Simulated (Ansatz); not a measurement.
Ge3N4:
```
Ge3N4
1.0
    8.13057     0.00000     0.00000
   -4.06529     7.04128     0.00000
    0.00000     0.00000     3.11454
Ge N
6 8
Direct
  0.82910   0.23535   0.75000
  0.17090   0.76465   0.25000
  0.59375   0.82910   0.25000
  0.40625   0.17090   0.75000
  0.76465   0.59375   0.75000
  0.23535   0.40625   0.25000
  0.66667   0.33333   0.75000
  0.33333   0.66667   0.25000
  0.66953   0.97250   0.75000
  0.33047   0.02750   0.25000
  0.69703   0.66953   0.25000
  0.30297   0.33047   0.75000
  0.02750   0.69703   0.75000
  0.97250   0.30297   0.25000
```

The program Ansatz at the PBE level (PAW) gives a gap of 1.81 eV without spin–orbit coupling, maximum at Γ, minimum at Γ.

What happens when spin–orbit coupling is switched on?

The gap hardly moves, to 1.81 eV; maximum at Γ, minimum at Γ.

Give the electron effective mass with spin–orbit coupling.

0.21, 0.24, 0.24 mₑ (principal values).

Give the hole effective mass with spin–orbit coupling.

2.9, 13, 13 mₑ (principal values).

Space group P6_3/m. Symmetry was held in the PBE relaxation.

Potentials: the earlier of the program's two PAW sets.
